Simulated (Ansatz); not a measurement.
MgS (zinc blende, F-43m), r²SCAN in the plane-wave PAW code Ansatz. The conduction-band minimum lies at Γ, with 1 equivalent valley. Second derivatives d²E/dk² of the lowest band at one valley (eV·Å²), along Cartesian directions:

```
direction  d²E/dk²
---------  -------
[100]        27.82
[010]        27.82
[001]        27.82
[110]        27.82
[101]        27.82
[011]        27.82
```

### Question
Find the principal effective masses, the density-of-states mass and the conductivity mass.

### Answer
Off-diagonal terms follow from H_xy = H[110] − (H_xx + H_yy)/2, and m*/mₑ = 7.620 eV·Å² over each eigenvalue: 0.27, 0.27, 0.27. One valley's DOS mass (m₁m₂m₃)^(1/3) = 0.27, conductivity mass 3/(Σ 1/mᵢ) = 0.27 mₑ.

### Question
What effective density of states Nc follows at 300 K for parabolic valleys?

### Answer
Nc = 2.509e19 × 1 × (0.27)^(3/2) ≈ 3.5e18 cm⁻³.

A made-up cell: these elements were put on the sites of a structure type; the Crystallography Open Database copy checked does not list it. COD files the formula under space group No. 225, so this cell is another polymorph or a model. Whether it is the stable phase at ambient conditions was not checked. Symmetry was held in the r²SCAN relaxation; its stability against distortions is not shown here.

Potentials: the later of the program's two PAW sets.

Edges and masses are those of Kohn–Sham bands, whose gap is no quasiparticle gap.
